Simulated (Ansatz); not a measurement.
Computed with Ansatz 0.2.0, DFT PBE, scalar-relativistic, plane waves, PAW. Settings: cutoff 420 eV, Γ-centred meshes spaced at most about 0.3 Å⁻¹, and about 0.25 Å⁻¹ or finer for metals (2π included), Gaussian smearing. No spin polarisation in the final relaxations.

All energies are static (0 K, no zero-point motion).

Two relaxed structures of GaSb2:

A.

```
CELL_PARAMETERS angstrom
3.43625 0.00000 0.00000
-1.71812 2.97588 0.00000
0.00000 0.00000 23.91887
ATOMIC_POSITIONS crystal
Ga 0.00000 0.00000 0.00000
Ga 0.00000 0.00000 0.50000
Sb 0.33333 0.66667 0.91174
Sb 0.33333 0.66667 0.58826
Sb 0.66667 0.33333 0.08826
Sb 0.66667 0.33333 0.41174
```

B.

```
CELL_PARAMETERS angstrom
8.25585 0.00000 0.00000
0.00000 2.17707 2.24100
0.00000 -2.17707 2.24100
ATOMIC_POSITIONS crystal
Ga 0.00000 0.75400 0.75400
Sb 0.31356 0.12489 0.12489
Sb 0.68644 0.12489 0.12489
```

Question: Which form is favoured at zero pressure, and by what margin per atom?

Answer: B is lower, by 100 meV/atom. A has space group P6_3/mmc (No. 194), 40.8 Å³/atom and no gap on its mesh; B has space group Amm2 (No. 38), 26.9 Å³/atom and no gap. Counting Sb atoms around Ga (those within 1.25 times the shortest such distance or 1.15 times the sum of covalent radii; a plus sign parts nearer from farther groups), A has Ga 6 and B has Ga 2+4+2. Even the lower one lies +0.11 eV/atom against the reference forms of the elements (uncorrected), so neither is stable at this level. In A, Ga has 6 Sb at 2.90 Å and 6 Ga at 3.44 Å; around Sb lie 3 Ga at 2.90 Å and 6 Sb at 3.44 Å. In B, Ga is surrounded by 2 Sb at 3.08 Å, 4 Ga at 3.12 Å, 4 Sb at 3.43 Å and 2 Sb at 3.83 Å; Sb is surrounded by 1 Ga at 3.08 Å, 5 Sb at 3.08–3.12 Å, 2 Ga at 3.43 Å and 1 Ga at 3.83 Å. Both come from invented guesses. A third cell relaxed alike, in P-3m1, lies 62 meV/atom below the lower of the two.

No dispersion correction is applied, so the spacing and binding between layers, chains or molecules are poorly described (P6_3/mmc), and this can change margins and order among such cells. These runs have no spin–orbit coupling, which can matter for Sb. Cells relaxed within their symmetry can be saddle points.
